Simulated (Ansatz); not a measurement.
Cold compression of Na (bcc type)

```
CELL_PARAMETERS angstrom
-2.09856 2.09856 2.09856
2.09856 -2.09856 2.09856
2.09856 2.09856 -2.09856
ATOMIC_POSITIONS crystal
Na 0.00000 0.00000 0.00000
```

The base cell comes from a relaxation on PAW files under the same functional.

Its volume is scaled at fixed shape and fractional positions.

Level of theory: DFT with PBE, scalar-relativistic, in Ansatz 0.2.0; a Γ-centred 13×13×13 k mesh, Fermi–Dirac smearing of 0.05 eV, no spin polarisation. LAPW: all electrons, basis error target 1 meV/atom; PAW: frozen-core files, cutoff 420 eV; crystal datasets: all electrons, by PAW datasets that the program makes for each cell; norm-conserving: pseudopotentials, cutoff 1197 eV; PAW (cutoff 800 eV): frozen-core files, cutoff 800 eV.

Energies are extrapolated to zero smearing and count from the unscaled cell; pressure is positive in compression; gaps take the mesh and a band path. No temperature or zero-point motion is included.

The structure type is held throughout; the real material can change phase at far lower pressure.

```
V/V0  V (Å³/atom)  P LAPW (GPa)  ΔE LAPW (eV/atom)  P PAW − LAPW (GPa)  ΔE PAW − LAPW (meV/atom)
1.00        36.97          0.01              0.000               -0.01                       0.0
0.88        32.53          1.27              0.016               -0.02                      -0.3
0.78        28.84          3.08              0.064               -0.02                      -0.6
0.68        25.14          6.15              0.167               -0.02                      -1.0
0.58        21.44             ?              0.366               -0.01                      -1.3
0.50        18.48         19.70              0.649                0.00                      -1.4
0.43        15.90          32.0              1.057                0.03                      -1.2
```

Fill in "P LAPW (GPa)" for the row "0.58".

11.70.

Fit the Vinet equation to the LAPW pressures over the whole range, with residuals weighted by 1/(|P| + 0.03·Pmax).

V0 = 37.06 Å³/atom, B0 = 7.25 GPa and B0′ = 4.28, and the fit misses no point by more than 0.48 GPa. A fit over so wide a range pins B0 less well than one near rest.

From the table, what is the rise of the enthalpy H = E + pV up to the last row, and how stiff is the crystal between the last two rows?

ΔH = 1.057 eV + (32.0 GPa × 15.90 Å³ − 0.01 GPa × 36.97 Å³) × 0.006242 eV/(GPa·Å³) = 4.23 eV/atom, of which pV makes 75 %. The mean bulk modulus there is −ΔP/Δln V = 81.5 GPa.

At the smallest volume, how far do crystal datasets and norm-conserving and PAW (cutoff 800 eV) lie from LAPW in pressure?

crystal datasets: 0.00 GPa; norm-conserving: +0.01 GPa; PAW (cutoff 800 eV): +0.02 GPa, on a LAPW pressure of 32.0 GPa.

How do the Löwdin populations by LAPW change from the unscaled cell to the last row?

Na 3s 0.96 → 1.01 electrons an atom. These are projections on the shells that the free atoms fill; 0.04 e a cell lies outside them at the start and 0.02 e at the end.
